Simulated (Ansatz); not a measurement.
P:
```cif
data_P6
_chemical_formula_sum 'P6'
_space_group_name_H-M_alt 'R-3m :H'
_space_group_IT_number 166
_space_group_name_Hall '-R 3 2"'
_cell_length_a 3.42776
_cell_length_b 3.42776
_cell_length_c 8.74232
_cell_angle_alpha 90.000
_cell_angle_beta 90.000
_cell_angle_gamma 120.000
loop_
_atom_site_label
_atom_site_type_symbol
_atom_site_symmetry_multiplicity
_atom_site_Wyckoff_symbol
_atom_site_fract_x
_atom_site_fract_y
_atom_site_fract_z
_atom_site_occupancy
P1 P 6 c 0.00000 0.00000 0.23380 1
```
(The calculation used a cell of 2 atoms; values per cell refer to that cell.)

Relaxed at zero pressure with DFT-LDA in the program Ansatz with PAW potentials.

The volume is lowered by 3 % and shape and atoms relax at that volume. What pressure results, and how do the axes share the change?

2.5 GPa; a -0.7 %, b -0.7 %, c -1.7 %; the energy rises by 3 meV/atom.

Give the new structure.


Space group R-3m, hexagonal axes (No. 166); a = 3.4047 Å, b = 3.4047 Å, c = 8.5953 Å, α = 90.00°, β = 90.00°, γ = 120.00°

```
atom  site  symmetry       x       y       z
----  ----  --------  ------  ------  ------
P       6c        3m  0.0000  0.0000  0.2355
```

The phase is kept; no other phase was compared at this pressure.

This is a known high-pressure phase of the composition, computed here at zero pressure and temperature. The LDA relaxation kept the symmetry of its start; whether a distortion lowers the energy is not shown.

Potentials: the later of the program's two PAW sets.
